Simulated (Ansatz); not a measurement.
Structure optimisation: silicon, A15

All numbers below come from DFT, PBEsol, plane waves (420 eV) with PAW, scalar-relativistic (Ansatz 0.2.0). (PAW data from PBE, frozen cores regenerated.)

k-point mesh 5×5×5, Fermi-Dirac smearing 0.1 eV, no spin polarisation. Cell and atoms relax.

Starting structure:

```yaml
crystal:
  lattice:
    - [4.9341184017, 0.0, 0.0]
    - [0.0, 4.9341184017, 0.0]
    - [0.0, 0.0, 4.9341184017]
  atoms:
    - { symbol: Si, position: [0.0, 0.0, 0.0] }
    - { symbol: Si, position: [0.5, 0.5, 0.5] }
    - { symbol: Si, position: [0.25, 0.0, 0.5] }
    - { symbol: Si, position: [0.75, 0.0, 0.5] }
    - { symbol: Si, position: [0.5, 0.25, 0.0] }
    - { symbol: Si, position: [0.5, 0.75, 0.0] }
    - { symbol: Si, position: [0.0, 0.5, 0.25] }
    - { symbol: Si, position: [0.0, 0.5, 0.75] }
hamiltonian:
  xc: pbesol
  pseudopotentials:
    kind: paw
    azcp:
      Si: "pseudopotentials/Si.paw.azcp"
basis:
  ecutwfc: 420
  fft_grid_basis: typed
kpoints:
  mp_grid: { grid: [5, 5, 5], shift: [0, 0, 0] }
magnetization:
  spin_polarized: false
scf:
  occupations: { method: fermi_dirac, width: 0.1 }
relax:
  max_steps: 60
  f_tol: 0.01
  cell: {}
```

Problem. What cell does the relaxation end in?

Solution. Pm-3n with a = 4.868 Å; 14.42 Å³ per atom against 15.02 at the start (-4.0 %).

Problem. How much energy does the relaxation gain?

Solution. 6.5 meV per atom.
